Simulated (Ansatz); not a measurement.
BAs (zinc blende)

```
CELL_PARAMETERS angstrom
      0.00000     2.38386     2.38386
      2.38386     0.00000     2.38386
      2.38386     2.38386     0.00000
ATOMIC_POSITIONS crystal
  As 0.75000 0.75000 0.75000
  B  0.00000 0.00000 0.00000
```

The slice is a {110} plane (indices of the conventional cell) through the point (0.000, 0.000, 0.000) (fractional), spanned by u = [100] and v = [1 -1 -1] in vectors of this cell: u (3.37 Å) and v (4.77 Å, at 90° to u). It covers one period; positions are fractions (u, v).

These are PBEsol (plane waves to 420 eV, PAW, scalar-relativistic; Ansatz, an electronic-structure program) values and carry that method's errors. k mesh 12×12×12. Near the nuclei the fields are pseudised (PAW); where an atom keeps semicore shells as valence, they peak there. BAs was relaxed with its symmetry unable to fall. The PAW data are Ansatz's earlier set.

Problem. The ELF has a maximum in the middle third of the As–B line. Where, and how high?

Solution. 0.91, 1.2 Å from As.

Problem. Sketch the electrostatic potential energy of an electron, from the cell's mean on this plane as a map.

Solution. 
```
v \ u  0.00  0.13   0.26  0.39  0.52  0.65   0.78  0.91
-----  ----  ----  -----  ----  ----  ----  -----  ----
0.88      x     x    3.7   6.5   6.8   6.0    1.6     x
0.75    4.6   5.3    6.5   7.1   7.3   7.0    6.1   4.9
0.62    6.0   6.3    6.7   6.8   6.8   6.8    6.6   6.1
0.50    6.4   6.1    4.9   3.0   2.1   3.5    5.4   6.3
0.38    6.0   4.2  <-1.0     x     x     x   -0.7   5.3
0.25    4.6   2.4      x     x     x     x  <-1.0   3.7
0.12      x     x  <-1.0     x     x     x  <-1.0     x
0.00      x     x      x   2.7   2.1   2.6      x     x
```

Values: electrostatic potential energy of an electron, from the cell's mean, in eV. Points within 0.9 Å of a nucleus are blanked (x), as the pseudised field means little there. Values under -1 eV are set to -1. The zero, the cell's mean, hangs on the PAW cores.
